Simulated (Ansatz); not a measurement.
**Equation of state of KTaO$_{3}$**

```cif
data_structure
_symmetry_space_group_name_H-M 'P 1'
_symmetry_Int_Tables_number 1
_cell_length_a 3.9883
_cell_length_b 3.9883
_cell_length_c 3.9883
_cell_angle_alpha 90.000
_cell_angle_beta 90.000
_cell_angle_gamma 90.000
_cell_volume 63.44
loop_
_atom_site_label
_atom_site_type_symbol
_atom_site_fract_x
_atom_site_fract_y
_atom_site_fract_z
_atom_site_occupancy
K1 K 0.50000 0.50000 0.50000 1
Ta1 Ta 0.00000 0.00000 0.00000 1
O1 O 0.50000 0.00000 0.00000 1
O2 O 0.00000 0.50000 0.00000 1
O3 O 0.00000 0.00000 0.50000 1
```

The runs use the primitive cell with vectors (3.988, 0.000, 0.000), (0.000, 3.988, 0.000), (0.000, 0.000, 3.988) Å, to which the k mesh refers.

Conventional cell: a = 3.988 Å, b = 3.988 Å, c = 3.988 Å, α = 90.00°, β = 90.00°, γ = 90.00°. K (atom 1) has 12 O at 2.82 Å as nearest neighbours. Around Ta (atom 2) lie 6 O at 1.99 Å. O (atom 3) is surrounded by 2 Ta at 1.99 Å.

The geometry is COD entry 2102087, unchecked; take it as a test cell.

Spin–orbit coupling is left out, though it moves levels of the heavy atoms by tenths of an eV or more.

Methods: DFT, LDA, all-electron LAPW, scalar-relativistic (Ansatz 0.2.0); DFT, LDA, PAW with Ansatz's default frozen-core files, scalar-relativistic (Ansatz 0.2.0).

For LAPW: a Γ-centred 5×5×5 k mesh, Fermi–Dirac smearing of 0.01 eV, basis error target 0.5 meV/atom, no spin polarisation. PAW takes a cutoff of 420 eV at this cell (files made with PBE, cores remade for this functional). The Ansatz runs share mesh, smearing and spin set-up. Plane-wave (PAW) pressures include the program's estimate of the Pulay term.

The cell above is scaled evenly, with fractional coordinates and shape held.

Task: Estimate the equilibrium volume and bulk modulus that LAPW (all electrons) gives for this fixed shape.

Result: V0 = 12.35 Å³/atom, B0 = 217 GPa, B0′ = 4.5, from a third-order Birch–Murnaghan fit to these pressures:
```
V/V(cell)  V (Å³/atom)  P, LAPW (GPa)  P, PAW (GPa)  gap on the k mesh, LAPW (eV)  free energy over the lowest listed, PAW (meV/atom)
   0.9400       11.927           8.13          8.11                          2.32                                                 9.7
   0.9600       12.180           3.06          3.01                          2.28                                                 1.0
   0.9800       12.434          -1.48         -1.56                          2.23                                                 0.0
   0.9900       12.561          -3.56         -3.65                          2.21                                                 2.0
   1.0000       12.688          -5.53         -5.63                          2.19                                                 5.5
   1.0100       12.815          -7.40         -7.51                          2.17                                                10.9
   1.0200       12.942          -9.16         -9.28                          2.14                                                17.4
   1.0400       13.196         -12.40        -12.54                          2.10                                                34.8
   1.0600       13.449         -15.30        -15.45                          2.06                                                57.0
```

PAW's V0 lies -0.03 % from the all-electron value and its B0 0.7 %. Symmetry fixes shape and coordinates here, so this is the relaxed modulus.
